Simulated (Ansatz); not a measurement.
TiO2 (rutile), relaxed with r²SCAN (Ansatz, an electronic-structure program, plane waves, PAW): a = b = 4.5969 Å, c = 2.9536 Å, α = β = γ = 90.00°.

```
Quantity                         Value
-------------------------------  -----
gap (eV)                          2.22
ΔH_f (eV/atom)                   -3.28
B₀ by P(V) fit (GPa)               226
electron conductivity mass (mₑ)   0.87
```

The same phase is relaxed and computed with LDA in the same code. What are the cell and these values now?

a = 4.548 Å, b = 4.548 Å, c = 2.917 Å, α = 90.00°, β = 90.00°, γ = 90.00°.

* **gap (eV)**: 1.86
* **ΔH_f (eV/atom)**: -3.20
* **B₀ by P(V) fit (GPa)**: 239
* **electron conductivity mass (mₑ)**: 0.79

All cells were relaxed under the symmetry of their starts (and spin orders); stability against distortions was not tested throughout. Rows with no word on spin ran without spin polarisation.

Potentials: the later of the program's two PAW sets.

Ansatz is a plane-wave DFT program.

Formation energies count from the lowest solids of the elements computed at the same level, not from gases.
